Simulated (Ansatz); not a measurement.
**NaI: energy along a strain**

NaI, Fm-3m, a = 6.473 Å (as given, not relaxed at this level: -0.1 GPa). Ansatz: r2SCAN, PAW, 500 eV, Γ-centred 6×6×6 mesh on 2 atoms, Gaussian smearing 0.05 eV; no spin polarisation. Cell vectors (Å): 0.000 3.236 3.236; 3.236 0.000 3.236; 3.236 3.236 0.000. The cell is strained by x per cent times the pattern (0 0 0 0 1 0) in the order xx yy zz yz xz xy (engineering shears), with fractional coordinates held. y is the free energy over the start, V0 = 33.899 Å³/atom. Symmetry makes y even in x.

| x (%) | y (meV/atom) |
| --- | --- |
| -2.00 | ? |
| -1.00 | 0.09 |
| 0.00 | 0.00 |
| 0.25 | 0.01 |
| 0.50 | 0.02 |
| 0.75 | 0.05 |
| 1.25 | 0.14 |
| 1.50 | 0.19 |
| 1.75 | 0.26 |

Task: Fit y = c2 x² + c4 x⁴ to the other rows, get the stiffness along the pattern, and predict the missing energy.

Result: Least squares on the rows shown. y = 0.09108 x² − 0.002160 x⁴. The clamped-ion stiffness p·C·p = 2 × 0.9108 eV × 160.2 / 33.899 Å³ = 8.6 GPa, which is C55 in these axes (C44 of the cubic crystal). At x = -2.00 the fit asked for gives 0.33 meV/atom. The run gave 0.34 meV/atom, so the fit is 0.01 meV/atom too low, a small miss on the scale of the series.